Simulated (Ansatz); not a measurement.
MoS₂:
```xyz
6
Lattice="3.1278 0.0000 0.0000 -1.5639 2.7087 0.0000 0.0000 0.0000 12.1993" Properties=species:S:1:pos:R:3 pbc="T T T"
Mo     0.0000     0.0000     3.0498
Mo     0.0000     0.0000     9.1495
S      0.0000     1.8058     4.6008
S      1.5639     0.9029     7.5985
S      1.5639     0.9029    10.7005
S      0.0000     1.8058     1.4989
```

Relaxed with LDA. Special points in fractions of this cell's reciprocal vectors: Γ (0.000, 0.000, 0.000); M (0.500, 0.000, 0.000); K (0.333, 0.333, 0.000); A (0.000, 0.000, 0.500); L (0.500, 0.000, 0.500); H (0.333, 0.333, 0.500).

Question: List the band energies nearest the valence-band maximum at these points for DFT-LDA in the program Ansatz with PAW potentials.

Answer: In eV from the valence-band maximum; about four levels below and three above (degenerate sets whole), none deeper than 8.9 eV; points with the same levels are listed once.

| k | below | above |
|---|---|---|
| Γ | -2.26 -2.26 -1.40 -1.24 0.00 | 2.05 2.05 2.22 2.22 |
| M | -1.77 -1.68 -1.55 -1.23 | 1.63 1.68 2.16 |
| K | -3.04 -3.04 -0.79 -0.79 | 1.03 1.05 2.28 2.28 |
| A | -2.26 -2.26 -2.26 -2.26 -0.32 -0.32 | 2.11 2.11 2.11 2.11 |
| L | -1.66 -1.66 -1.33 -1.33 | 1.65 1.65 2.12 2.12 |
| H | -3.00 -3.00 -0.76 -0.76 | 1.04 1.04 2.03 2.03 |

Space group P6_3/mmc. The workflow started from a Materials Project entry (that database holds measured and hypothetical structures alike). Its sites differ from those of the usual phase in this space group: another stacking or structure type. The LDA relaxation kept the symmetry of its start; phonons on a q-mesh show no instability. No spin polarisation was allowed. A crystal of weakly bound layers computed without a dispersion correction: the cell and the soft elastic constants depend strongly on that. Scalar-relativistic: spin–orbit coupling is off unless named, which matters more the heavier the elements.

Potentials: the earlier of the program's two PAW sets.
